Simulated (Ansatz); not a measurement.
# A plane-wave run on CaHf2Be2

input.yaml (Ansatz 0.2.0)

```yaml
crystal:
  lattice:
    - [4.162792, 0.0, 0.0]
    - [0.0, 4.162792, 0.0]
    - [0.0, 0.0, 10.272361]
  atoms:
    - { symbol: Hf, position: [0.25, 0.25, 0.368] }
    - { symbol: Hf, position: [0.75, 0.75, 0.632] }
    - { symbol: Ca, position: [0.25, 0.25, 0.749] }
    - { symbol: Ca, position: [0.75, 0.75, 0.251] }
    - { symbol: Be, position: [0.25, 0.25, 0.108] }
    - { symbol: Be, position: [0.75, 0.75, 0.892] }
    - { symbol: Hf, position: [0.75, 0.25, 0.0] }
    - { symbol: Hf, position: [0.25, 0.75, 0.0] }
    - { symbol: Be, position: [0.75, 0.25, 0.5] }
    - { symbol: Be, position: [0.25, 0.75, 0.5] }
  symmetry: { tolerance: 0.0003 }
kpoints:
  mp_grid: { grid: [8, 8, 4], shift: [0, 0, 0] }
  band_path:
    path:
      - [0.0, 0.0, 0.0]
      - [0.0, 0.5, 0.0]
      - [0.5, 0.5, 0.0]
      - [0.0, 0.0, 0.0]
      - [0.0, 0.0, 0.5]
      - [0.0, 0.5, 0.5]
      - [0.5, 0.5, 0.5]
      - [0.0, 0.0, 0.5]
      - [0.0, 0.5, 0.0]
      - [0.0, 0.5, 0.5]
      - [0.5, 0.5, 0.0]
    npoints: 6
magnetization:
  spin_polarized: false
scf:
  occupations: { method: fermi_dirac }
  lower_state_search: "off"
  max_iter: 200
hamiltonian:
  pseudopotentials: { kind: paw }
  xc: pbe
basis:
  ecutwfc: 420
  fft_grid_basis: typed
output:
  forces: true
  stress: true
  eigenvalues: true
  populations: true
  elf: true
  write_potential: true
  volumetric_format: npy
  dos:
    e_range: [-12, 8]
    de: 0.05
    projected: { site_lists: { Be: [Be], Ca: [Ca], Hf: [Hf] } }
checkpoint:
  read: saved_state
```

The saved state is an earlier solution for the same cell, perhaps on another mesh. 

Output (shortened):

```
SCF iter   1: F=—  Δρ=3.22e-3  dr2=2.05e-1
SCF iter   2: F=—  Δρ=1.22e-3  dr2=1.89e-2
SCF iter   3: F=—  Δρ=5.52e-4  dr2=2.76e-3
SCF iter   4: F=—  Δρ=3.54e-4  dr2=4.49e-4
SCF iter   5: F=—  Δρ=8.66e-5  dr2=3.58e-5
SCF iter   6: F=—  Δρ=5.90e-5  dr2=1.35e-5
SCF iter   7: F=—  Δρ=3.07e-5  dr2=2.11e-6
SCF iter   8: F=—  Δρ=7.04e-6  dr2=1.27e-7
SCF iter   9: F=-66884.9641 eV  Δρ=2.93e-6  dr2=2.27e-8
Free energy (F): -66884.9641 eV
Harris-Foulkes:  -66884.9641 eV  (|F-HF|=1.36e-8)
Internal energy: -66884.7582 eV  (E = F + TS)
E sigma→0 (E₀):  -66884.8612 eV
Entropy (-TS):   -0.2059 eV (-20.591 meV/atom)
Fermi energy:    13.3884 eV
--- Per-component energies (eV) ---
  E_band       = -579.0717
  E_kinetic    = 2351.5835
  E_local      = -27655.1694  (includes V_loc(G=0)·N_el)
  E_nonlocal   = -4825.5004
  E_hartree    = 12749.1941
  E_xc         = -1557.0428
  E_vxc        = -1494.5408  (∫ρ·V_xc dr)
  E_paw        = -29670.0683  (= ΣΔE_a)
  E_vpaw       = 5546.1638  (= ΣTr[D̂ρ^β])
  E_aug_tail   =  0.0000  (compensation charges beyond the density's cutoff)
  E_ewald      = -18277.7550
  E_smearing   = -0.2059  (= −TS)
--- Stress (GPa, compression-positive) ---
       16.4105       0.0000       0.0000
        0.0000      16.4105       0.0000
        0.0000       0.0000       0.5291
  P = ⅓ Tr σ = 11.1167 GPa (111.167 kbar)
```

Absolute energies hang on the potentials; compare differences alone.

Origin: a known structure type with other elements, at an estimated volume, so it need not be a known compound. Caveats: atoms or cell far from equilibrium.
